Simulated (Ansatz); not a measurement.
Consider a crystal of SrIn4O3 in space group Im-3m (No. 229), with Sr on 2a; In on 8c; O on 6b.

Method: DFT PBE, scalar-relativistic, plane waves, PAW (Ansatz). Cutoff 420 eV, Γ-centred mesh, Gaussian smearing, no spin polarisation.

Formation energies are uncorrected and refer to the elements' standard structures at the same level (O₂ as a molecule).

Task: Predict the relaxed structure.

Result:

Space group Im-3m (No. 229). a = 6.879 Å, b = 6.879 Å, c = 6.879 Å, α = 90.00°, β = 90.00°, γ = 90.00°
```json
{"atom": "Sr", "site": "2a", "symmetry": "m-3m", "x": "0.0000", "y": "0.0000", "z": "0.0000"}
{"atom": "In", "site": "8c", "symmetry": ".-3m", "x": "0.2500", "y": "0.2500", "z": "0.2500"}
{"atom": "O", "site": "6b", "symmetry": "4/mm.m", "x": "0.5000", "y": "0.0000", "z": "0.0000"}
```

Around Sr lie 8 In at 2.98 Å and 6 O at 3.44 Å; around In lie 2 Sr at 2.98 Å, 6 O at 2.98 Å and 6 In at 3.44 Å; O has 8 In at 2.98 Å, 2 Sr at 3.44 Å and 4 O at 3.44 Å.

Task: And its energy and gap?

Result: The energy over the elements is +0.05 eV/atom and the gap on the 8×8×8 mesh of the 8-atom cell is 0 eV (a metal). A positive value: parting into the elements would lower its energy.

The last run used Gaussian smearing of 0.10 eV. Symmetry constrained the relaxation, so the result can be a saddle point.
